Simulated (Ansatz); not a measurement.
## Ru: axial (c/a) deformation path

Method: DFT r2SCAN, scalar-relativistic, plane waves, PAW in Ansatz. Settings: plane waves to 500 eV, k-mesh 24×24×12 (Γ-centred), Gaussian smearing 0.15 eV. No spin polarisation. Energies are free energies at this smearing, counted from the undisturbed cell; pressure is positive in compression.

Zero of the scan (as given, not relaxed at this level; it stands at -2.0 GPa):

```
Ru
1.0
     2.70580    0.00000    0.00000
    -1.35290    2.34329    0.00000
     0.00000    0.00000    4.28190
Ru
2
Direct
  0.33333 0.66667 0.25000
  0.66667 0.33333 0.75000
```

At fixed volume and fractional coordinates, lengths along (0.000, 0.000, 1.000) are scaled against those across it; ρ is that ratio over its starting value. The cell is metallic on the mesh throughout.

```
    ρ  ΔE (meV/atom)
0.800          506.1
0.850          289.9
0.920           78.4
0.960           16.7
1.000            0.0
1.050           37.1
1.100          131.0
1.200          445.4
1.300          831.0
```